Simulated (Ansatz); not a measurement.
Si2H2O3:
```
Si2H2O3
1.0
    4.36307     2.51902     4.85690
   -4.36307     2.51902     4.85690
    0.00000    -5.03804     4.85690
Si H O
8 8 12
Direct
  0.77653   0.67676   0.23190
  0.22347   0.32324   0.76810
  0.23190   0.77653   0.67676
  0.76810   0.22347   0.32324
  0.67676   0.23190   0.77653
  0.32324   0.76810   0.22347
  0.68538   0.68538   0.68538
  0.31462   0.31462   0.31462
  0.92594   0.77572   0.08312
  0.07406   0.22428   0.91688
  0.08312   0.92594   0.77572
  0.91688   0.07406   0.22428
  0.77572   0.08312   0.92594
  0.22428   0.91688   0.07406
  0.78630   0.78630   0.78630
  0.21370   0.21370   0.21370
  0.26147   0.55401   0.24133
  0.73853   0.44599   0.75867
  0.24133   0.26147   0.55401
  0.75867   0.73853   0.44599
  0.55401   0.24133   0.26147
  0.44599   0.75867   0.73853
  0.25253   0.83978   0.43716
  0.74747   0.16022   0.56284
  0.43716   0.25253   0.83978
  0.56284   0.74747   0.16022
  0.83978   0.43716   0.25253
  0.16022   0.56284   0.74747
```

This is the LDA-relaxed structure.

All from LDA in the plane-wave PAW code Ansatz, unless another level is named. Estimate the Hill bulk and shear moduli.

15.4 and 8.8 GPa.

Predict the highest zone-centre frequency (without LO–TO term).

2286 cm⁻¹.

Space group R-3. The workflow started from a Materials Project entry (that database holds measured and hypothetical structures alike); the Crystallography Open Database files this formula in space group No. 148, but the cells were not matched. Whether it is the stable phase at ambient conditions was not checked. Symmetry was held in the LDA relaxation; whether a distortion lowers the energy is not shown. A crystal of weakly bound molecules computed without a dispersion correction: the cell and the soft elastic constants depend strongly on that.

Potentials: the later of the program's two PAW sets.
